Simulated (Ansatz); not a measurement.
Relaxed-ion elastic tensor of CoAs3 in space group Im-3 (No. 204; Co on 8c, As on 24g) in GPa (Voigt order), plane-wave PAW PBEsol (Ansatz code); density 6.96 g/cm³, 16.92 Å³ per atom.

```
 271  58.5  58.5   0.0   0.0   0.0
58.5   271  58.5   0.0   0.0   0.0
58.5  58.5   271   0.0   0.0   0.0
 0.0   0.0   0.0  83.0   0.0   0.0
 0.0   0.0   0.0   0.0  83.0   0.0
 0.0   0.0   0.0   0.0   0.0  83.0
```

Is the crystal mechanically stable?

Yes: the smallest eigenvalue of C is 83.0 GPa.

Work out the Voigt, Reuss and Hill averages.

K_V = 129, K_R = 129, K_H = 129; G_V = 92.4, G_R = 91.0, G_H = 91.7 GPa.

Give Young's modulus, Poisson's ratio, Pugh's ratio and the universal anisotropy index.

E = 9KG/(3K + G) = 223 GPa; ν = 0.21; K/G = 1.41 (brittle by the Pugh limit of 1.75); A_U = 5G_V/G_R + K_V/K_R − 6 = 0.07.

Estimate the sound speeds and the Debye temperature.

v_l = √((K + 4G/3)/ρ) = 6010 m/s, v_t = √(G/ρ) = 3630 m/s, mean 4010 m/s; Θ = (h/k)(3n/4πV)^(1/3) v_m = 465 K.

Give the Zener ratio and Young's modulus along [100], [110] and [111].

A = 2C44/(C11 − C12) = 0.78; 1/E = S11 − 2(S11 − S12 − S44/2)Γ with Γ = 0, 1/4, 1/3 gives 251, 215, 205 GPa.

Solve the Christoffel equation for the three sound speeds along [100], [110], [111].

Eigenvalues of C_ijkl n_j n_l equal ρv². In km/s, slowest first: [100] 3.45, 3.45, 6.24; [110] 3.45, 3.91, 5.97; [111] 3.76, 3.76, 5.87.

The workflow started from a Materials Project entry (that database holds measured and hypothetical structures alike); the Crystallography Open Database files this formula in space group No. 204, but the cells were not matched. Its standing as an ambient phase is unchecked. The PBEsol relaxation kept the symmetry of its start; its stability against distortions is not shown here. The run is not spin-polarised. As this level gives no gap, shear constants depend on the k-mesh and smearing (Fermi–Dirac, 0.1 eV here).

Potentials: the later of the program's two PAW sets.
